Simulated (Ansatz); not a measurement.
Cu3Sn in space group Pmmn (No. 59; Cu on 2b, Cu on 4e, Sn on 2a) under volume change, PBEsol in the plane-wave PAW code Ansatz, shape and atoms relaxed at each volume.

```tsv
V (Å³/atom)	E − E(relaxed) (meV/atom)	P (GPa)
12.578	54.0	15.41
12.993	22.4	9.25
13.407	5.2	4.17
13.822	0.0	0.00
14.237	4.5	-3.40
14.651	17.1	-6.18
15.066	36.1	-8.47
```

**Question.** What does a third-order Birch–Murnaghan fit give for V₀, B₀ and B′?

**Answer.** V₀ = 13.82 Å³/atom, B₀ = 125 GPa, B′ = 5.6.

The first step of the workflow began from a Materials Project structure, measured or hypothetical; the Crystallography Open Database files this formula in space group No. 59, but the cells were not matched. Its standing as an ambient phase is unchecked. The cell was relaxed with PBEsol under the symmetry of its start; of distortions, only those at the zone centre were tested. No spin polarisation was allowed. Scalar-relativistic: spin–orbit coupling is off unless named, which matters more the heavier the elements.

Potentials: the later of the program's two PAW sets.
